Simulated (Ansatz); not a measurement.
Here is the system:

GaAs:
```
CELL_PARAMETERS angstrom
      3.94799     0.00000     0.00000
     -1.97399     3.41906     0.00000
      0.00000     0.00000     6.51033
ATOMIC_POSITIONS crystal
  Ga 0.33333 0.66667 0.00006
  Ga 0.66667 0.33333 0.50006
  As 0.33333 0.66667 0.37394
  As 0.66667 0.33333 0.87394
```

This is the LDA-relaxed structure. x, y and z are the axes in which the lattice vectors are written.

Question: All from LDA (plane waves, PAW; program Ansatz), unless another level is named. Give the piezoelectric stress constants (proper, relaxed ions, C/m²).

Answer: e15 = e24 = 0.07, e31 = e32 = 0.06, e33 = -0.29.

Question: Next, the Young's modulus?

Answer: 113 GPa.

Space group P6_3mc (wurtzite). The first step of the workflow began from a Materials Project structure, measured or hypothetical; the Crystallography Open Database copy checked does not list it. It is not the phase usual at ambient conditions (space group No. 216). Symmetry was held in the LDA relaxation; phonons on a q-mesh show no instability.

Potentials: the earlier of the program's two PAW sets.
